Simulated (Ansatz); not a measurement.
Steps from a short run of molecular dynamics on a 1×2×2 supercell (24 atoms) of SiO₂ (P4_2/mnm), relaxed with r2SCAN; forces from r2SCAN in the plane-wave code Ansatz, 4×2×2 mesh, Fermi-Dirac smearing of 0.112 eV, constant energy and volume (NVE), started at 1300 K. Spin polarisation is off, nuclei are classical, and the run is far too short for thermal averages.

Cell vectors in Å:
```
4.1852 0.0000 0.0000
0.0000 8.3704 0.0000
0.0000 0.0000 5.3377
```

Q: At 4 fs the positions in Å are
```
Si  -0.017  -0.009  -0.052
Si   2.098   2.098   1.327
O    1.331   1.323  -0.008
O    0.804   3.325   1.302
O    2.935   2.910  -0.017
O    3.363   0.883   1.322
Si  -0.008  -0.013   2.634
Si   2.098   2.084   4.022
O    1.241   1.272   2.711
O    0.814   3.390   3.995
O    2.865   2.910   2.656
O    3.383   0.846   4.025
Si   0.050   4.168   0.050
Si   2.085   6.270   1.344
O    1.244   5.419  -0.041
O    0.855   7.614   1.331
O    2.921   7.091   0.008
O    3.357   5.029   1.315
Si  -0.018   4.165   2.673
Si   2.111   6.266   4.007
O    1.291   5.409   2.697
O    0.770   7.530   3.980
O    2.903   7.131   2.687
O    3.354   5.025   4.076
```
What are the forces, and how far does the free energy (smearing included) lie above that of step 0, with the atoms on their sites?

A: 32.5 meV an atom; forces in eV/Å:
```
Si   0.264   0.823   1.151
Si   0.001  -0.223   0.223
O   -1.520  -1.497   0.180
O   -0.282   0.863   1.375
O   -0.255   0.398   0.495
O    1.058  -1.806   0.109
Si   0.007   1.349   0.662
Si  -0.053   0.619  -0.714
O    0.870   0.421  -0.810
O   -0.206  -0.400   0.044
O    0.626   0.455   0.297
O    0.083  -0.632  -0.831
Si  -1.541   0.212  -2.356
Si  -0.139  -0.065  -0.334
O    1.405   1.829   1.631
O   -0.622  -0.770  -0.584
O   -0.876  -0.093   0.152
O    0.788  -0.856   1.160
Si  -0.321   0.264   0.988
Si  -0.279  -0.443   0.316
O    0.277   1.207  -1.179
O    0.746  -0.014   0.369
O   -0.621  -0.919  -0.647
O    0.592  -0.723  -1.695
```

Q: At 8 fs positions (Å), velocities (Å/fs) and forces (eV/Å) are
```
Si -0.0317 -0.0138 -0.0969   -0.0034 -0.0005 -0.0101    0.5689  0.9446  2.0527
Si  2.1043  2.1020  1.3201    0.0014  0.0009 -0.0014   -0.0427 -0.2308  0.3455
O   1.3667  1.3511 -0.0145    0.0061  0.0043 -0.0011   -2.4835 -2.3850  0.4306
O   0.7946  3.2841  1.2832   -0.0027 -0.0088 -0.0021   -0.1721  1.2114  2.4540
O   2.9634  2.9196 -0.0294    0.0064  0.0031 -0.0022   -0.6473  0.5740  0.7843
O   3.3627  0.9377  1.3105    0.0017  0.0103 -0.0025    1.6516 -3.0025  0.3270
Si -0.0167 -0.0185  2.6029   -0.0020 -0.0001 -0.0071    0.2281  2.0592  1.0910
Si  2.1033  2.0788  4.0369    0.0013 -0.0006  0.0028   -0.0247  1.1485 -1.4728
O   1.2091  1.2659  2.7465   -0.0063 -0.0007  0.0073    1.5351  0.6656 -1.3132
O   0.8141  3.4024  3.9877   -0.0003  0.0023 -0.0017   -0.3082 -0.7691  0.2275
O   2.8313  2.9207  2.6451   -0.0072  0.0034 -0.0020    1.1007  0.6658  0.6046
O   3.3921  0.8736  4.0384    0.0024  0.0060  0.0018   -0.0545 -0.9353 -1.4268
Si  0.0913  4.1524  0.0874    0.0085 -0.0037  0.0068   -2.9643  0.4751 -4.0063
Si  2.0776  6.2624  1.3525   -0.0021 -0.0019  0.0017   -0.1328  0.0901 -0.4423
O   1.2195  5.3882 -0.0660   -0.0034 -0.0043 -0.0035    2.3495  2.9734  2.5606
O   0.8920  7.6615  1.3230    0.0081  0.0104 -0.0031   -1.1515 -1.3709 -0.9157
O   2.9299  7.0929  0.0178    0.0007  0.0003  0.0026   -1.3407 -0.0240  0.1664
O   3.3487  5.0525  1.3057   -0.0007  0.0043 -0.0002    1.3227 -1.4753  1.8278
Si -0.0373  4.1470  2.6819   -0.0051 -0.0043  0.0032   -0.3833  0.5540  1.4270
Si  2.1273  6.2512  4.0118    0.0038 -0.0040  0.0015   -0.6181 -0.4844  0.4098
O   1.3039  5.3637  2.7150    0.0036 -0.0092  0.0023    0.3248  1.9924 -1.8537
O   0.7349  7.5012  3.9594   -0.0073 -0.0071 -0.0044    1.2328  0.1056  0.5591
O   2.8958  7.1646  2.6998   -0.0029  0.0066  0.0020   -0.9958 -1.5397 -1.0172
O   3.3391  5.0460  4.1331   -0.0025  0.0040  0.0111    1.0052 -1.2425 -2.8199
```
Where are the atoms one step (2 fs) later, and what forces do they feel?

A:
```
Si -0.0382 -0.0142 -0.1157    0.7539  0.7757  2.4047
Si  2.1071  2.1036  1.3175   -0.0872 -0.2446  0.3863
O   1.3760  1.3568 -0.0163   -2.6131 -2.4852  0.4805
O   0.7890  3.2679  1.2820   -0.0685  1.2900  2.6811
O   2.9755  2.9264 -0.0329   -0.9195  0.4941  0.8377
O   3.3682  0.9547  1.3059    1.6617 -3.2298  0.3976
Si -0.0204 -0.0173  2.5894    0.3808  2.0762  1.2145
Si  2.1059  2.0784  4.0415   -0.0479  1.2618 -1.7050
O   1.1983  1.2653  2.7595    1.7903  0.7298 -1.4687
O   0.8132  3.4060  3.9847   -0.2954 -0.8858  0.3846
O   2.8183  2.9283  2.6418    1.2492  0.6346  0.7315
O   3.3968  0.8844  4.0403   -0.1846 -0.9600 -1.6078
Si  0.1063  4.1453  0.0982   -3.3670  0.6739 -4.3292
Si  2.0734  6.2587  1.3557   -0.0919  0.2062 -0.4436
O   1.2155  5.3832 -0.0698    2.4973  3.1105  2.7681
O   0.9067  7.6807  1.3156   -1.3942 -1.5760 -0.9218
O   2.9297  7.0935  0.0232   -1.3800  0.0395  0.0933
O   3.3488  5.0594  1.3075    1.4741 -1.6557  1.9361
Si -0.0479  4.1388  2.6893   -0.3201  0.7657  1.3741
Si  2.1344  6.2430  4.0151   -0.7948 -0.3242  0.3482
O   1.3114  5.3477  2.7174    0.2586  2.1794 -1.9376
O   0.7218  7.4870  3.9512    1.3173  0.2489  0.5850
O   2.8889  7.1760  2.7025   -1.0148 -1.6790 -1.0850
O   3.3352  5.0524  4.1519    1.1956 -1.4458 -3.1248
```
The temperature goes from 540.9 to 352.7 K.

Q: At 12 fs the positions in Å are
```
Si  -0.044  -0.014  -0.131
Si   2.110   2.105   1.315
O    1.379   1.357  -0.017
O    0.783   3.255   1.287
O    2.985   2.934  -0.034
O    3.378   0.964   1.302
Si  -0.024  -0.013   2.578
Si   2.108   2.080   4.044
O    1.192   1.267   2.769
O    0.812   3.408   3.983
O    2.808   2.937   2.640
O    3.401   0.893   4.038
Si   0.117   4.139   0.103
Si   2.069   6.255   1.358
O    1.217   5.386  -0.067
O    0.918   7.696   1.306
O    2.926   7.094   0.029
O    3.353   5.062   1.314
Si  -0.059   4.132   2.699
Si   2.140   6.234   4.019
O    1.320   5.337   2.715
O    0.712   7.473   3.944
O    2.879   7.183   2.703
O    3.334   5.055   4.163
```
What are the forces, and how far does the free energy (smearing included) lie above that of step 0, with the atoms on their sites?

A: 130.6 meV an atom; forces in eV/Å:
```
Si   0.950   0.507   2.679
Si  -0.140  -0.298   0.420
O   -2.477  -2.335   0.429
O    0.009   1.378   2.620
O   -1.228   0.294   0.838
O    1.453  -3.180   0.411
Si   0.538   1.873   1.292
Si  -0.128   1.233  -1.768
O    1.988   0.753  -1.572
O   -0.238  -0.933   0.574
O    1.328   0.506   0.824
O   -0.326  -0.926  -1.695
Si  -3.475   0.899  -4.247
Si  -0.024   0.330  -0.418
O    2.395   2.917   2.815
O   -1.619  -1.717  -0.815
O   -1.292   0.099  -0.038
O    1.537  -1.733   1.889
Si  -0.193   1.019   1.137
Si  -0.958  -0.060   0.217
O    0.143   2.227  -1.839
O    1.289   0.445   0.574
O   -0.906  -1.698  -1.078
O    1.375  -1.600  -3.250
```

Q: At 16 fs the positions in Å are
```
Si  -0.050  -0.011  -0.151
Si   2.115   2.106   1.313
O    1.368   1.340  -0.015
O    0.772   3.239   1.316
O    2.996   2.952  -0.031
O    3.406   0.960   1.298
Si  -0.028   0.002   2.559
Si   2.113   2.087   4.041
O    1.194   1.274   2.776
O    0.807   3.404   3.983
O    2.798   2.959   2.644
O    3.407   0.903   4.022
Si   0.124   4.131   0.096
Si   2.060   6.250   1.362
O    1.238   5.411  -0.041
O    0.929   7.714   1.281
O    2.910   7.096   0.039
O    3.371   5.056   1.340
Si  -0.081   4.122   2.721
Si   2.148   6.217   4.027
O    1.337   5.331   2.698
O    0.701   7.450   3.935
O    2.855   7.186   2.695
O    3.343   5.049   4.162
```
What are the forces, and how far does the free energy (smearing included) lie above that of step 0, with the atoms on their sites?

A: 118.5 meV an atom; forces in eV/Å:
```
Si   1.289  -0.114   2.922
Si  -0.299  -0.483   0.489
O   -1.555  -1.428   0.056
O    0.070   1.589   1.685
O   -1.828  -0.352   0.728
O    0.467  -2.346   0.229
Si   0.838   0.962   1.395
Si  -0.431   0.792  -1.423
O    2.160   0.653  -1.654
O   -0.020  -0.808   0.946
O    1.262   0.002   0.881
O   -0.526  -0.804  -1.539
Si  -2.923   1.290  -2.928
Si   0.216   0.607  -0.276
O    1.574   1.688   2.374
O   -1.954  -1.842  -0.320
O   -0.783   0.168  -0.443
O    1.363  -1.543   1.341
Si   0.264   1.529   0.212
Si  -1.160   0.651  -0.206
O   -0.183   1.936  -1.109
O    0.962   0.914   0.479
O   -0.362  -1.431  -0.865
O    1.561  -1.630  -2.974
```
